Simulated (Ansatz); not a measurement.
This trial cell of SiF was written down by chemical analogy (P-3m1, No. 164). Its size is a guess.

```cif
data_structure
_symmetry_space_group_name_H-M 'P 1'
_symmetry_Int_Tables_number 1
_cell_length_a 3.8326
_cell_length_b 3.8326
_cell_length_c 5.4336
_cell_angle_alpha 90.000
_cell_angle_beta 90.000
_cell_angle_gamma 120.000
_cell_volume 69.12
loop_
_atom_site_label
_atom_site_type_symbol
_atom_site_fract_x
_atom_site_fract_y
_atom_site_fract_z
_atom_site_occupancy
Si1 Si 0.66667 0.33333 0.93600 1
Si2 Si 0.33333 0.66667 0.06400 1
F1 F 0.66667 0.33333 0.64700 1
F2 F 0.33333 0.66667 0.35300 1
```

The calculation used Ansatz, DFT PBE, scalar-relativistic, plane waves, PAW. Cutoff 420 eV, Gaussian smearing, Γ-centred meshes. Cell and atoms relax first on a coarse mesh, the cell is then made exact in the group found at 0.06 to 0.08 Å, and last on a converged mesh; the steps can't lower the symmetry of their start. No spin polarisation.

A guess keeps its type if space group and coordination stay and the shape of the cell changes little (axis ratios within about 15 %, angles within 6°); the volume may change.

Question: Does it keep its structure type, or change into something else?

Answer: It keeps its type. The symmetry stays P-3m1 (No. 164). The volume per atom grows by 23.7 %, from 17.3 to 21.4 Å³. The shortest distance goes from 1.57 Å (Si–F) to 1.63 Å (Si–F). The ratio c/a of the conventional cell changes by a factor of 1.11. Counting neighbours within 15 % of an atom's shortest distance, the start has F 1, Si 1 and the end F 1, Si 1.

The zero of energy is the elements' standard structures at the same level (F₂ as a molecule); no fitted shifts are applied.

Question: At what energy does it end?

Answer: −1.702 eV/atom. Whether it is stable depends on the other phases of the system, which aren't compared here.

The last run used a 12×12×6 mesh (in the run's order of axes) for its 4-atom cell and Gaussian smearing of 0.02 eV. No dispersion correction is applied, so the spacing and binding between layers, chains or molecules are poorly described. A later test with randomly moved atoms came back to the same energy, though modes that don't fit the test's cell weren't probed.
